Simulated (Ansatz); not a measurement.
Total density of states per atom from PBE (plane waves, PAW; program Ansatz), in 0.25 eV bins, energy from the Fermi level:

(E (eV), states/eV/atom): (-7.85, 0.00); (-7.60, 0.00); (-7.35, 0.01); (-7.10, 0.04); (-6.85, 0.06); (-6.60, 0.08); (-6.35, 0.09); (-6.10, 0.11); (-5.85, 0.12); (-5.60, 0.14); (-5.35, 0.16); (-5.10, 0.18); (-4.85, 0.21); (-4.60, 0.24); (-4.35, 0.28); (-4.10, 0.33); (-3.85, 0.43); (-3.60, 0.69); (-3.35, 0.71); (-3.10, 0.67); (-2.85, 0.68); (-2.60, 0.84); (-2.35, 0.83); (-2.10, 0.98); (-1.85, 0.70); (-1.60, 0.86); (-1.35, 1.13); (-1.10, 1.40); (-0.85, 1.71); (-0.60, 1.12); (-0.35, 0.58); (-0.10, 0.67); (0.15, 1.05); (0.40, 1.79); (0.65, 1.68); (0.90, 1.74); (1.15, 1.49); (1.40, 1.44); (1.65, 1.52); (1.90, 0.98); (2.15, 0.66); (2.40, 0.63); (2.65, 0.63); (2.90, 0.62); (3.15, 0.62); (3.40, 0.62); (3.65, 0.63); (3.90, 0.65); (4.15, 0.69); (4.40, 0.81)

Question: Which of these materials gives this?
A. Hf, hcp (Mg type)
B. Gd, hcp (Mg type)
C. Sc, hcp (Mg type)
D. Zr, hcp (Mg type)

Answer: A, Hf, hcp (Mg type). Within 0.5 eV of the Fermi level: Hf 5d 89 %, outside the projected shells 6 %. Projections are on Löwdin-orthogonalised atomic valence shells; empty p or d shells of many metals are not among them.

Space group P6_3/mmc (hcp (Mg type)). The cell was relaxed with PBE under the symmetry of its start. No spin polarisation was allowed. Scalar-relativistic: spin–orbit coupling is off unless named, which matters more the heavier the elements.

Potentials: the later of the program's two PAW sets.
